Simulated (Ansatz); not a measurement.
MnGa in space group P6/mmm (No. 191; Mn on 3f, Ga on 2d, Ga on 1a), a = b = 4.9160 Å, c = 4.2226 Å, α = β = 90.00°, γ = 120.00°.

Relaxed with PBE in the plane-wave PAW code Ansatz. Indices refer to the conventional cell of P6/mmm, a = 4.9160 Å, b = 4.9160 Å, c = 4.2226 Å, α = 90.00°, β = 90.00°, γ = 120.00°.

**Question.** Simulate the powder diffraction pattern (Co Kα, λ = 1.79026 Å; lines above 1 %) up to 2θ = 90°.

**Answer.** Simulated powder pattern, Co Kα, λ = 1.79026 Å (kinematic, ideal powder, no thermal factors, no anomalous dispersion; the 30 strongest lines at most, above 1 %, up to 2θ = 90°):

```tsv
2θ (°)	d (Å)	I/Imax (%)	hkl
24.27	4.257	16	(1 0 -1 0)
24.48	4.223	16	(0001)
34.74	2.998	33	(1 0 -1 1)
42.71	2.458	31	(1 1 -2 0)
49.73	2.129	20	(2 0 -2 0)
49.84	2.124	24	(1 1 -2 1)
50.17	2.111	36	(0002)
56.19	1.901	100	(2 0 -2 1)
56.49	1.892	3.0	(1 0 -1 2)
67.60	1.609	1.7	(2 1 -3 0)
67.96	1.602	16	(1 1 -2 2)
73.07	1.504	8.3	(2 1 -3 1)
73.33	1.499	12	(2 0 -2 2)
78.21	1.419	5.5	(3 0 -3 0)
83.43	1.345	5.3	(3 0 -3 1)
84.10	1.336	2.9	(1 0 -1 3)
88.76	1.280	1.6	(2 1 -3 2)
```

The start of the workflow was typed in or built on a structure type; neither database checked (COD, Materials Project) lists it. Whether it is the stable phase at ambient conditions was not checked. The PBE relaxation kept the symmetry of its start; whether a distortion lowers the energy is not shown. The workflow began spin-polarised and lost its moments. Axis ratios of metals converge slowly with the k-mesh, so a and c are less sure than the volume.

Potentials: the earlier of the program's two PAW sets.
